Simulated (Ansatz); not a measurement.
Si3N4 (space group I-43d)

```yaml
crystal:
  lattice:
    - [-3.22738, 3.22738, 3.22738]
    - [3.22738, -3.22738, 3.22738]
    - [3.22738, 3.22738, -3.22738]
  atoms:
    - { symbol: N, position: [0.56149, 0.56149, 0.56149] }
    - { symbol: N, position: [0.43851, 0.50000, 0.00000] }
    - { symbol: N, position: [0.50000, 0.00000, 0.93851] }
    - { symbol: N, position: [0.00000, 0.43851, 0.50000] }
    - { symbol: N, position: [0.93851, 0.50000, 0.00000] }
    - { symbol: N, position: [0.06149, 0.06149, 0.06149] }
    - { symbol: N, position: [0.00000, 0.93851, 0.50000] }
    - { symbol: N, position: [0.50000, 0.00000, 0.43851] }
    - { symbol: Si, position: [0.25000, 0.12500, 0.87500] }
    - { symbol: Si, position: [0.87500, 0.25000, 0.12500] }
    - { symbol: Si, position: [0.75000, 0.37500, 0.62500] }
    - { symbol: Si, position: [0.62500, 0.75000, 0.37500] }
    - { symbol: Si, position: [0.12500, 0.87500, 0.25000] }
    - { symbol: Si, position: [0.37500, 0.62500, 0.75000] }
```

E(V) scan at fixed shape, V₀ the volume above. The atoms relax within the cell's symmetry.

Level of theory: PBEsol (plane waves to 420 eV, PAW, scalar-relativistic; Ansatz, a first-principles code). k mesh 6×6×6 (Γ-centred), Fermi-Dirac smearing 0.05 eV. The energy includes the smearing's −TS. Si3N4 was relaxed with its symmetry unable to fall. This is one of several known forms of Si3N4; the measured ambient cells at hand have space group No. 159 or 176. ΔE is measured from the relaxed starting cell.

```tsv
V (Å³/atom)	ΔE (meV/atom)
8.644	90.5
8.836	56.3
9.028	30.7
9.220	13.3
9.413	3.2
9.605	0.0
9.797	3.0
9.989	11.7
10.181	25.7
10.373	44.3
10.565	67.2
```

Question: What is the fitted pressure derivative B₀′?

Answer: 3.4.

Question: What bulk modulus B₀ follows from a third-order Birch-Murnaghan fit?

Answer: 259 GPa. Check by three points about V = 9.605 Å³/atom, step 0.192: d²E/dV² ≈ (3.2 − 2·0.0 + 3.0) meV / 0.192² = 0.168 eV/Å⁶, and V·d²E/dV² × 160.2 = 259 GPa.

(A scan under strain: stresses follow from slopes of the energy per volume, elastic moduli from its curvatures.)
